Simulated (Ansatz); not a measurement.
GaCo (CsCl type, Pm-3m) at seven volumes, plane-wave PAW PBE (Ansatz code), scaled uniformly. One row is withheld.

| V (Å³/atom) | P (GPa) |
|---|---|
| 10.886 | 20.83 |
| 11.244 | 12.67 |
| 11.603 | 5.80 |
| 11.962 | 0.02 |
| 12.321 | -4.86 |
| 12.680 | ? |
| 13.039 | -12.39 |

### Question
Fit the shown pressures and predict the withheld one.

### Answer
P = (3/2)B₀(x^(7/2) − x^(5/2))[1 + (3/4)(B′ − 4)(x − 1)] with x = (V₀/V)^(2/3). Least squares on the six rows gives V₀ = 11.963 Å³/atom, B₀ = 176 GPa, B′ = 4.74. At V = 12.680, x = 0.9619 and P = -8.93 GPa. The run itself gave -8.96 GPa.

Symmetry was held in the PBE relaxation. The workflow began spin-polarised and lost its moments. The cell computed holds one magnetic atom, so no antiferromagnetic order was within reach.

Potentials: the later of the program's two PAW sets.
